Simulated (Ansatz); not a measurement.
## Relaxing a structure of Y3Ge

The relaxed structure here is a generated cell of Y3Ge: the first start was made by placing the elements on the sites of a structure type, and the end was not matched to a known phase here, so it may be hypothetical.

The start is a generated cell, Y3Ge placed in the D03 structure type. The cell and all atomic positions are relaxed at zero pressure with r2SCAN (plane waves to 500 eV, PAW, scalar-relativistic; Ansatz, a first-principles code). First-step values are on the input's coarse k-mesh.

Ansatz input (later rounds restart from its end on a renewed k-mesh):
Ansatz 0.2 input:
```yaml
crystal:
  lattice:
    - [0, 4.135919, 4.135919]
    - [4.135919, 0, 4.135919]
    - [4.135919, 4.135919, 0]
  atoms:
    - { symbol: Ge, position: [0, 0, 0] }
    - { symbol: Y, position: [0.5, 0.5, 0.5] }
    - { symbol: Y, position: [0.25, 0.25, 0.25] }
    - { symbol: Y, position: [0.75, 0.75, 0.75] }
basis: { ecutwfc: 500, ecutrho_ratio: 4, xc_grid: 4, fft_grid_basis: typed }
kpoints: { mp_grid: { grid: [5, 5, 5] } }
hamiltonian:
  xc: r2scan
  dispersion: none
  pseudopotentials: { kind: paw }
scf: { occupations: { method: fermi_dirac, width: 0.05 } }
relax: { f_tol: 0.01, max_steps: 100, cell: { stress_tol: 0.02 } }
output: { forces: true, stress: true }
```

Question: How large is the pressure on the unrelaxed cell, and of which sign?

Answer: -9 GPa (negative: the cell is under tension).

Question: By how much does the energy per atom fall from start to end?

Answer: 0.32 eV/atom.

Question: How does the volume change?

Answer: -26.8 %, from 35.37 to 25.90 Å³/atom.

Question: How do the shortest distances between atoms change?

Answer: The closest pairs of elements (up to four, under 3.6 Å), start → end: Y–Y 3.58 → 3.23 Å; Ge–Y 3.58 → 3.23 Å.

Question: What does it relax into? Give the structure.

Answer: 
Space group Fm-3m (No. 225); a = b = c = 7.456 Å, α = β = γ = 90.00°

| atom | site | symmetry | x | y | z |
|---|---|---|---|---|---|
| Ge | 4a | m-3m | 0.0000 | 0.0000 | 0.0000 |
| Y | 4b | m-3m | 0.5000 | 0.5000 | 0.5000 |
| Y | 8c | -43m | 0.2500 | 0.2500 | 0.2500 |
(The calculation used a cell of 4 atoms; values per cell refer to that cell.)

The space group stays Fm-3m (No. 225) (the run could not lower it); the end is AFLOW prototype AB3_cF16_225_a_bc (D0_3, as in BiF3), with 4 atoms in the primitive cell. Final values are on a 11×11×11 k-mesh of the relaxed cell. No spin polarisation in the result. The relaxed primitive cell holds an odd number of electrons. A magnetic state may lie lower.

The run could not lose the symmetry of its start, so the end can be a saddle point.

All atoms sit on sites fixed by symmetry, so only the cell could relax.
